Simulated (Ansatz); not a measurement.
Equation of state of Mg2Au

A database entry relaxed whole under r2SCAN (Pnma):

```
Mg Au
1.0
     6.03517    0.00000    0.00000
     0.00000    4.45914    0.00000
     0.00000    0.00000    8.45246
Mg Au
8 4
Direct
  0.82605 0.25000 0.06204
  0.67395 0.75000 0.56204
  0.32605 0.25000 0.43796
  0.17395 0.75000 0.93796
  0.46015 0.25000 0.79782
  0.03985 0.75000 0.29782
  0.96015 0.25000 0.70218
  0.53985 0.75000 0.20218
  0.27523 0.25000 0.11590
  0.22477 0.75000 0.61590
  0.77523 0.25000 0.38410
  0.72477 0.75000 0.88410
```

The cell was scaled uniformly, its shape held, and the atoms relaxed at each volume with plane-wave PAW DFT (Ansatz 0.2.0; r2SCAN, 500 eV, 6×8×4 Γ-centred mesh, fermi-dirac occupations of width 0.100 eV; no spin, no spin-orbit coupling). One row is withheld.

```csv
volume (Å³/atom),energy over the lowest (meV/atom),pressure (GPa)
17.818,16.1,4.89
18.198,6.8,3.09
18.577,1.6,1.46
18.956,0.0,-0.02
19.335,?,?
19.714,6.3,-2.49
20.093,13.5,-3.54
```

Question: Fit the pressures of the other rows to the third-order Birch-Murnaghan form.

Answer: With f = [(V₀/V)^(2/3) − 1]/2 and P = 3B₀f(1 + 2f)^(5/2)[1 + 3(B₀′ − 4)f/2], least squares gives V₀ = 18.95 Å³ an atom, B₀ = 69.1 GPa and B₀′ = 4.4; the rows miss the fit by 0.01 GPa. The slope of the energies differs from these pressures by 0.06 GPa, since they are taken to zero smearing while pressures follow the free energy.

Question: What does the withheld row hold?

Answer: The fit gives -1.32 GPa at 19.335 Å³; the run gave -1.32 GPa and 1.7 meV an atom.

Caveats: the shape of the cell was held, so B₀ is an upper bound where the axes differ in stiffness; 0 K, fixed nuclei; the symmetry was kept, and this need not be the phase that is stable at 0 K; one mesh for all volumes; every run is gapless at this level; pressure is positive in compression.
